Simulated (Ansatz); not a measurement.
SrTiO3 (cubic perovskite)

```
CELL_PARAMETERS angstrom
      3.90753     0.00000     0.00000
      0.00000     3.90753     0.00000
      0.00000     0.00000     3.90753
ATOMIC_POSITIONS crystal
  Sr 0.00000 0.00000 0.00000
  Ti 0.50000 0.50000 0.50000
  O  0.00000 0.50000 0.50000
  O  0.50000 0.50000 0.00000
  O  0.50000 0.00000 0.50000
```

The slice is a {100} plane (indices of the conventional cell) through the point (0.500, 0.500, 0.000) (fractional), spanned by u = [100] and v = [010] in vectors of this cell: u (3.91 Å) and v (3.91 Å, at 90° to u). It covers one period; positions are fractions (u, v).

Level of theory: r2SCAN (plane waves to 500 eV, PAW, scalar-relativistic; Ansatz, an electronic-structure program). k mesh 9×9×9. Near the nuclei the fields are pseudised (PAW); where an atom keeps semicore shells as valence, they peak there. SrTiO3 is run without spin polarisation. SrTiO3 was relaxed with its symmetry unable to fall. The PAW data are Ansatz's earlier set.

Task: Predict the map of the electrostatic potential energy of an electron, from the cell's mean on the slice.

Result: 
```
|xxxxxx89999888788899998xxxxx|
|xxxxxx89998877777889998xxxxx|
|xxxxx6898877666667788986xxxx|
|xxxxx8887765444445677888xxxx|
|xxx68887654210001245678886xx|
|8888887642000000000246788888|
|9999876420000000000024678999|
|9998764200000000000002467899|
|999875200000xxxxx00000257899|
|9987640000xxxxxxxxx000046789|
|8887520000xxxxxxxxx000025788|
|887641000xxxxxxxxxxx00014678|
|887640000xxxxxxxxxxx00004678|
|877640000xxxxxxxxxxx00004677|
|887640000xxxxxxxxxxx00004678|
|887641000xxxxxxxxxxx00014678|
|8887520000xxxxxxxxx000025788|
|9987640000xxxxxxxxx000046789|
|999875200000xxxxx00000257899|
|9998764200000000000002467899|
|9999876420000000000024678999|
|8888887642000000000246788888|
|xxx68887654210001245678886xx|
|xxxxx8887765444445677888xxxx|
|xxxxx6898877666667788986xxxx|
|xxxxxx89998877777889998xxxxx|
|xxxxxx89999888788899998xxxxx|
|xxxxxx89999888888899998xxxxx|
```
Scale: ten equal steps from 3.00 (start of '0') to 11.00 (end of '9'), in the order '0123456789'. Values: electrostatic potential energy of an electron, from the cell's mean, in eV. The map has 28 points along u (one character each, u = 0 at the left) and 28 along v (v = 0 in the bottom row). Points within 0.8 Å of a nucleus are blanked (x), as the pseudised field means little there. Values under 3 eV are set to 3. The zero, the cell's mean, hangs on the PAW cores.
